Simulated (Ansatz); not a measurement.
Here is the system:

BaSr₄:
```cif
data_Ba3Sr12
_chemical_formula_sum 'Ba3 Sr12'
_space_group_name_H-M_alt 'R-3m :H'
_space_group_IT_number 166
_space_group_name_Hall '-R 3 2"'
_cell_length_a 4.35412
_cell_length_b 4.35412
_cell_length_c 53.40360
_cell_angle_alpha 90.000
_cell_angle_beta 90.000
_cell_angle_gamma 120.000
loop_
_atom_site_label
_atom_site_type_symbol
_atom_site_symmetry_multiplicity
_atom_site_Wyckoff_symbol
_atom_site_fract_x
_atom_site_fract_y
_atom_site_fract_z
_atom_site_occupancy
Ba1 Ba 3 a 0.00000 0.00000 0.00000 1
Sr1 Sr 6 c 0.00000 0.00000 0.40182 1
Sr2 Sr 6 c 0.00000 0.00000 0.19945 1
```
(The calculation used a cell of 5 atoms; values per cell refer to that cell.)

This is the r²SCAN-relaxed structure.

**Question.** All from plane-wave PAW r²SCAN (Ansatz code), unless another level is named. Give the formation energy from the elements (no fitted shifts).

**Answer.** 0.009 eV/atom.

**Question.** And the density of states at the Fermi level?

**Answer.** 1.4 states/eV per atom (mean over ±0.08 eV).

The workflow started from a Materials Project entry (that database holds measured and hypothetical structures alike); the Crystallography Open Database copy checked does not list it. With Ba and Sr taken as one species the cell has the higher symmetry Fm-3m, so it may be an ordered model of a mixed-site phase. Its standing as an ambient phase is unchecked. The r²SCAN relaxation kept the symmetry of its start; whether a distortion lowers the energy is not shown. The references are the lowest solids computed at this level, not always the standard phases. Spin–orbit coupling is left out wherever it is not named.

Potentials: the later of the program's two PAW sets.
